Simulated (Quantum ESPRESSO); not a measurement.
pw.x input (Quantum ESPRESSO 7.5; LDA, PseudoDojo standard norm-conserving files, scalar-relativistic):

```
&CONTROL
  calculation = 'scf'
  pseudo_dir = './pseudo'
  outdir = './out'
  tprnfor = .true.
  tstress = .true.
/
&SYSTEM
  ibrav = 0
  nat = 6
  ntyp = 2
  ecutwfc = 76.0
  ecutrho = 304.0
  occupations = 'smearing'
  smearing = 'fd'
  degauss = 0.002
  nbnd = 52
/
&ELECTRONS
  conv_thr = 6e-10
/
ATOMIC_SPECIES
S 32.0600 S.upf
Au 196.9666 Au.upf
CELL_PARAMETERS angstrom
  5.273980000000   0.000000000000   0.000000000000
  0.000000000000   5.273980000000   0.000000000000
  0.000000000000   0.000000000000   5.273980000000
ATOMIC_POSITIONS crystal
S   0.000000000000   0.000000000000   0.000000000000
S   0.500000000000   0.500000000000   0.500000000000
Au   0.250000000000   0.250000000000   0.750000000000
Au   0.250000000000   0.750000000000   0.250000000000
Au   0.750000000000   0.750000000000   0.750000000000
Au   0.750000000000   0.250000000000   0.250000000000
K_POINTS automatic
6 6 6 0 0 0
```

End of the output:

```

[...]
     the Fermi energy is     9.8306 ev
!    total energy              =   -1224.63357704 Ry
     estimated scf accuracy    <          1.6E-11 Ry
     smearing contrib. (-TS)   =      -0.00000000 Ry
     internal energy E=F+TS    =   -1224.63357704 Ry
     The total energy is F=E-TS. E is the sum of the following terms:
     one-electron contribution =    -610.39174387 Ry
     hartree contribution      =     326.46333930 Ry
     xc contribution           =    -213.43508490 Ry
     ewald contribution        =    -727.27008757 Ry
     convergence has been achieved in   9 iterations
     Forces acting on atoms (cartesian axes, Ry/au):
     atom    1 type  1   force =     0.00000000    0.00000000    0.00000000
     atom    2 type  1   force =     0.00000000    0.00000000    0.00000000
     atom    3 type  2   force =    -0.00000000   -0.00000000   -0.00000000
     atom    4 type  2   force =     0.00000000    0.00000000   -0.00000000
     atom    5 type  2   force =     0.00000000    0.00000000   -0.00000000
     atom    6 type  2   force =    -0.00000000   -0.00000000    0.00000000
     Total force =     0.000000     Total SCF correction =     0.000000
     Computing stress (Cartesian axis) and pressure
          total   stress  (Ry/bohr**3)                   (kbar)     P=      -41.75
  -0.00028382   0.00000000   0.00000000          -41.75        0.00        0.00
   0.00000000  -0.00028382   0.00000000            0.00      -41.75        0.00
   0.00000000   0.00000000  -0.00028382            0.00        0.00      -41.75
```
In a gapped system the printed Fermi energy is only some level inside the gap.

Spin-orbit coupling is not included.

Geometry of the Materials Project entry, not relaxed at this level.
